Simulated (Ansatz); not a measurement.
Cu2O (cuprite type, space group Pn-3m)

```cif
data_Cu4O2
_chemical_formula_sum 'Cu4 O2'
_space_group_name_H-M_alt 'P 1'
_space_group_IT_number 1
_cell_length_a 4.29909
_cell_length_b 4.29909
_cell_length_c 4.29909
_cell_angle_alpha 90.000
_cell_angle_beta 90.000
_cell_angle_gamma 90.000
loop_
_space_group_symop_operation_xyz
  'x, y, z'
loop_
_atom_site_label
_atom_site_type_symbol
_atom_site_fract_x
_atom_site_fract_y
_atom_site_fract_z
_atom_site_occupancy
Cu1 Cu 0.75000 0.75000 0.75000 1
Cu2 Cu 0.75000 0.25000 0.25000 1
Cu3 Cu 0.25000 0.75000 0.25000 1
Cu4 Cu 0.25000 0.25000 0.75000 1
O1 O 0.00000 0.00000 0.00000 1
O2 O 0.50000 0.50000 0.50000 1
```

E(V) scan at fixed shape, V₀ the volume above. Symmetry pins the atoms to their sites.

Level of theory: PBE (plane waves to 420 eV, PAW, scalar-relativistic; Ansatz, a program for electronic structure). k mesh 8×8×8 (Γ-centred), Fermi-Dirac smearing 0.05 eV. E stands for the smeared free energy. Compression counts positive. Cu2O is run without spin polarisation. Cu2O was relaxed with its symmetry unable to fall. The PAW data are Ansatz's earlier set. The zero of ΔE is the relaxed starting cell.

The scan covers V/V₀ from 0.940 to 1.060 in 9 points.

Task: What is the fitted pressure derivative B₀′?

Result: 4.8.

Task: What bulk modulus B₀ follows from a third-order Birch-Murnaghan fit?

Result: 111 GPa.

(A scan under strain: stresses follow from slopes of the energy per volume, elastic moduli from its curvatures.)
